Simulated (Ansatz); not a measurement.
Hf:
Space group Im-3m (No. 229); a = b = c = 3.538 Å, α = β = γ = 90.00°

```
atom  site  symmetry       x       y       z
----  ----  --------  ------  ------  ------
Hf      2a      m-3m  0.0000  0.0000  0.0000
```
(The calculation used a cell of 1 atom; values per cell refer to that cell.)

Relaxed with r²SCAN.

**Question.** Which orbitals make up the states near the Fermi level in plane-wave PAW r²SCAN (Ansatz code)?

**Answer.** Within 0.5 eV of the Fermi level: Hf 5d 87 %, Hf 6s 6 %, outside the projected shells 6 %. Projections are on Löwdin-orthogonalised atomic valence shells; empty p or d shells of many metals are not among them.

**Question.** Tabulate the density of states.

**Answer.** States/eV per cell of 1 atom, in 0.25 eV bins, energy from the Fermi level.

```
E (eV)  total  Hf 5d  Hf 6s  Hf 5p
------  -----  -----  -----  -----
-7.85    0.00   0.00   0.00   0.00
-7.60    0.00   0.00   0.00   0.00
-7.35    0.02   0.00   0.01   0.00
-7.10    0.04   0.00   0.04   0.00
-6.85    0.06   0.00   0.05   0.00
-6.60    0.07   0.00   0.07   0.00
-6.35    0.09   0.00   0.08   0.00
-6.10    0.10   0.00   0.09   0.00
-5.85    0.11   0.01   0.10   0.00
-5.60    0.13   0.01   0.11   0.00
-5.35    0.15   0.01   0.12   0.00
-5.10    0.16   0.02   0.13   0.00
-4.85    0.19   0.03   0.14   0.01
-4.60    0.21   0.04   0.16   0.01
-4.35    0.24   0.06   0.17   0.01
-4.10    0.28   0.09   0.18   0.01
-3.85    0.34   0.14   0.19   0.01
-3.60    0.49   0.26   0.21   0.01
-3.35    0.64   0.40   0.21   0.01
-3.10    0.63   0.42   0.19   0.01
-2.85    0.63   0.44   0.16   0.01
-2.60    0.75   0.59   0.14   0.01
-2.35    0.94   0.79   0.12   0.01
-2.10    1.07   0.95   0.09   0.02
-1.85    0.66   0.60   0.05   0.01
-1.60    0.52   0.48   0.03   0.01
-1.35    0.40   0.38   0.01   0.01
-1.10    0.42   0.39   0.01   0.01
-0.85    1.08   1.02   0.01   0.02
-0.60    1.85   1.75   0.02   0.03
-0.35    2.05   1.90   0.05   0.03
-0.10    1.87   1.65   0.08   0.02
0.15     1.93   1.58   0.17   0.02
0.40     1.57   1.28   0.12   0.01
0.65     1.12   0.94   0.05   0.01
0.90     0.83   0.76   0.02   0.00
1.15     0.68   0.66   0.01   0.00
1.40     0.59   0.57   0.01   0.00
1.65     0.35   0.34   0.01   0.00
1.90     0.22   0.21   0.01   0.00
2.15     0.27   0.26   0.01   0.00
2.40     0.44   0.41   0.02   0.00
2.65     0.65   0.60   0.02   0.00
2.90     0.70   0.65   0.02   0.00
3.15     0.76   0.71   0.02   0.00
3.40     0.82   0.77   0.02   0.00
3.65     0.90   0.85   0.02   0.00
3.90     1.06   1.01   0.02   0.00
4.15     1.14   1.09   0.02   0.00
4.40     1.16   1.11   0.02   0.00
4.65     1.21   1.16   0.02   0.00
```

This is a known high-temperature phase of the composition, computed here at zero pressure and temperature. Symmetry was held in the r²SCAN relaxation. At this level the phase is mechanically unstable. No spin polarisation was allowed. Scalar-relativistic: spin–orbit coupling is off unless named, which matters more the heavier the elements.

Potentials: the earlier of the program's two PAW sets. The files were generated under PBE; for other functionals the program regenerates the frozen cores, and for LDA and PBEsol the local potential too.
